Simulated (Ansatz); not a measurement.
SrGeP2O8:
```cif
data_GeO8P2Sr
_chemical_formula_sum 'Sr1 Ge1 P2 O8'
_space_group_name_H-M_alt 'P 1'
_space_group_IT_number 1
_cell_length_a 4.61768
_cell_length_b 4.61768
_cell_length_c 7.21689
_cell_angle_alpha 86.289
_cell_angle_beta 93.711
_cell_angle_gamma 113.554
loop_
_space_group_symop_operation_xyz
  'x, y, z'
loop_
_atom_site_label
_atom_site_type_symbol
_atom_site_fract_x
_atom_site_fract_y
_atom_site_fract_z
_atom_site_occupancy
Sr1 Sr 0.00000 0.00000 0.50000 1
Ge1 Ge 0.00000 0.00000 0.00000 1
P1 P 0.63002 0.36998 0.79058 1
P2 P 0.36998 0.63002 0.20942 1
O1 O 0.76508 0.23492 0.95585 1
O2 O 0.23492 0.76508 0.04415 1
O3 O 0.69162 0.30838 0.59795 1
O4 O 0.30838 0.69162 0.40205 1
O5 O 0.76383 0.73461 0.80938 1
O6 O 0.23617 0.26539 0.19062 1
O7 O 0.73461 0.76383 0.19062 1
O8 O 0.26539 0.23617 0.80938 1
```

Relaxed with LDA.

Task: Give the optical modes at the zone centre with their infrared activity from DFPT, LDA in the plane-wave PAW code Ansatz.

Result: Transverse frequencies, without the LO–TO term; a row sums one degenerate level.

```csv
ω (cm⁻¹),degeneracy,IR ((D/Å)²/amu),activity,symmetry
43,1,2.55,IR,Au
100,1,1.09,IR,Bu
133,1,0.00,IR-inactive,Bg
160,1,0.53,IR,Au
179,1,5.10,IR,Bu
190,1,0.00,IR-inactive,Ag
219,1,0.00,IR-inactive,Bg
233,1,0.00,IR-inactive,Ag
235,1,2.93,IR,Bu
253,1,1.36,IR,Au
298,1,18.17,IR,Au
305,1,0.00,IR-inactive,Bg
309,1,10.26,IR,Bu
395,1,0.00,IR-inactive,Ag
410,1,0.51,IR,Bu
445,1,0.00,IR-inactive,Ag
446,1,8.47,IR,Bu
479,1,1.30,IR,Au
498,1,0.00,IR-inactive,Bg
524,1,7.70,IR,Bu
527,1,0.00,IR-inactive,Ag
551,1,0.00,IR-inactive,Bg
569,1,0.59,IR,Au
662,1,9.65,IR,Bu
664,1,0.00,IR-inactive,Ag
930,1,0.00,IR-inactive,Bg
958,1,53.72,IR,Au
977,1,0.00,IR-inactive,Ag
983,1,15.34,IR,Bu
1035,1,0.00,IR-inactive,Ag
1060,1,31.25,IR,Bu
1130,1,37.82,IR,Bu
1203,1,0.00,IR-inactive,Ag
```

Task: How high does the top mode go among those that the LO–TO term moves?

Result: 1167 cm⁻¹ for q along x, 1103 cm⁻¹ for q along y, 1218 cm⁻¹ for q along z.

Space group C2/m. The workflow started from a Materials Project entry (that database holds measured and hypothetical structures alike); the Crystallography Open Database files this formula in space group No. 12, but the cells were not matched. Its standing as an ambient phase is unchecked. The LDA relaxation kept the symmetry of its start; of distortions, only those at the zone centre were tested.

Potentials: the later of the program's two PAW sets.
